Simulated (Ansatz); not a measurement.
CaTiO$_{3}$:
```cif
data_Ca4O12Ti4
_chemical_formula_sum 'Ca4 Ti4 O12'
_space_group_name_H-M_alt 'P 1'
_space_group_IT_number 1
_cell_length_a 5.43755
_cell_length_b 7.59242
_cell_length_c 5.33579
_cell_angle_alpha 90.000
_cell_angle_beta 90.000
_cell_angle_gamma 90.000
loop_
_space_group_symop_operation_xyz
  'x, y, z'
loop_
_atom_site_label
_atom_site_type_symbol
_atom_site_fract_x
_atom_site_fract_y
_atom_site_fract_z
_atom_site_occupancy
Ca1 Ca 0.54419 0.75000 0.50949 1
Ca2 Ca 0.45581 0.25000 0.49051 1
Ca3 Ca 0.95581 0.25000 0.00949 1
Ca4 Ca 0.04419 0.75000 0.99051 1
Ti1 Ti 0.50000 0.50000 0.00000 1
Ti2 Ti 0.00000 0.50000 0.50000 1
Ti3 Ti 0.00000 0.00000 0.50000 1
Ti4 Ti 0.50000 0.00000 0.00000 1
O1 O 0.47993 0.75000 0.07918 1
O2 O 0.52007 0.25000 0.92082 1
O3 O 0.02007 0.25000 0.57918 1
O4 O 0.97993 0.75000 0.42082 1
O5 O 0.79075 0.95836 0.79136 1
O6 O 0.20925 0.04164 0.20864 1
O7 O 0.70925 0.04164 0.29136 1
O8 O 0.29075 0.95836 0.70864 1
O9 O 0.29075 0.54164 0.70864 1
O10 O 0.70925 0.45836 0.29136 1
O11 O 0.20925 0.45836 0.20864 1
O12 O 0.79075 0.54164 0.79136 1
```

Relaxed with PBEsol. The program Ansatz at the PBEsol level (PAW) gives a gap of 2.43 eV.

Task: What gap does HSE06 give on the same cell (Ansatz, PAW)?

Result: 3.94 eV, 1.52 eV more. The hybrid was solved on a coarser mesh and at special points; its gap is the smallest among all of these.

```tsv
k	v1 PBEsol	c1 PBEsol	v1 HSE06	c1 HSE06
Γ	0.00	2.43	0.00	3.94
X	-0.22	3.30	-0.24	4.88
Z	-0.29	3.37	?	?
U	-0.08	2.53	?	?
Y	-0.15	2.55	?	?
S	-0.32	3.72	?	?
T	-0.26	3.67	-0.26	5.32
R	-0.35	3.37	-0.37	4.96
```

Task: Top valence (v1) and lowest conduction level (c1) in eV from each method's valence maximum (which need not be a listed point): supply the withheld HSE06 values.

Result: 
- S, v1 HSE06: -0.35
- S, c1 HSE06: 5.37
- Z, v1 HSE06: -0.30
- Z, c1 HSE06: 4.96
- U, v1 HSE06: -0.09
- U, c1 HSE06: 4.08
- Y, v1 HSE06: -0.16
- Y, c1 HSE06: 4.10

Cost on shared cores: the PBEsol run (SCF on a 5×4×5 mesh, then bands and DOS) around 7 core-minutes (rough), the HSE06 run (SCF on 3×2×3, then a few points) around 10 core-minutes (rough); the tasks are unlike.

Space group Pnma. The workflow started from a Materials Project entry (that database holds measured and hypothetical structures alike); the Crystallography Open Database files this formula in space group No. 62, but the cells were not matched. Its standing as an ambient phase is unchecked. Symmetry was held in the PBEsol relaxation; phonons on a q-mesh show no instability. The run is not spin-polarised.

Potentials: the earlier of the program's two PAW sets.
